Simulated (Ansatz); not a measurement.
Equation of state of ZrBr from a dense series

```xyz
4
Lattice="1.7516 1.0113 9.3570 -1.7516 1.0113 9.3570 0.0000 -2.0225 9.3570" Properties=species:S:1:pos:R:3 pbc="T T T"
Zr    0.0000    0.0000    5.8725
Zr    0.0000    0.0000   22.1985
Br    0.0000    0.0000   10.9954
Br    0.0000    0.0000   17.0756
```

Atom numbers follow the list: Zr1, Zr2, Br3, Br4.

The geometry is COD entry 4343762, unchecked; take it as a test cell.

Method: DFT, LDA, all-electron LAPW, scalar-relativistic (Ansatz 0.2.0).

The runs use a Γ-centred 10×10×10 k mesh, Fermi–Dirac smearing of 0.02 eV, basis error target 0.5 meV/atom, no spin polarisation.

The cell is scaled evenly. Fractional coordinates are held (clamped ions).

```csv
V (Å³/atom),P (GPa)
23.369,2.02
23.866,0.07
24.363,-1.67
24.612,-2.47
24.861,-3.23
25.109,-3.95
25.358,-4.64
25.855,-5.89
```

Question: Fit a third-order Birch–Murnaghan curve to the pressures.

Answer: P = (3B0/2)(y^(7/2) − y^(5/2))[1 + (3/4)(B0′ − 4)(y − 1)] with y = (V0/V)^(2/3) fits within 0.01 GPa for V0 = 23.886 Å³/atom, B0 = 88.0 GPa and B0′ = 4.26.

Question: Predict the pressure at the withheld volume, 26.352 Å³/atom.

Answer: There y = 0.9366, so the fit gives -7.02 GPa; the run gave -7.01 GPa.
